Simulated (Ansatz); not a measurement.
BPO$_{4}$ in space group I-4 (No. 82; B on 2d, P on 2a, O on 8g), r²SCAN (plane waves, PAW; program Ansatz), all energies at zero smearing, with the estimated change up to a 700 eV cutoff added, with one set of potentials and settings (totals compare only within such a set). Cell of 6 atoms (1 B, 1 P, 4 O): -3194.561 eV.

| element | reference phase | E (eV/atom) |
|---|---|---|
| B | R-3m, 12 atoms in the cell | -156.5545 |
| P | Cmce, 4 atoms in the cell | -759.1670 |
| O | C2/m, 4 atoms in the cell, spin-polarised | -566.0346 |

Formation energy per atom, worked out: (-3194.561 − 1×(-156.5545) − 1×(-759.1670) − 4×(-566.0346))/6 = -2.450 eV/atom (-236 kJ per mol of atoms), at 0 K, without zero-point energy or fitted corrections.

The first step of the workflow began from a Materials Project structure, measured or hypothetical; the Crystallography Open Database files this formula in space group No. 82, but the cells were not matched. Its standing as an ambient phase is unchecked. The cell was relaxed with r²SCAN under the symmetry of its start; its stability against distortions is not shown here. The references are the lowest solids computed at this level, not always the standard phases (solids in place of the gases).

Potentials: the earlier of the program's two PAW sets.
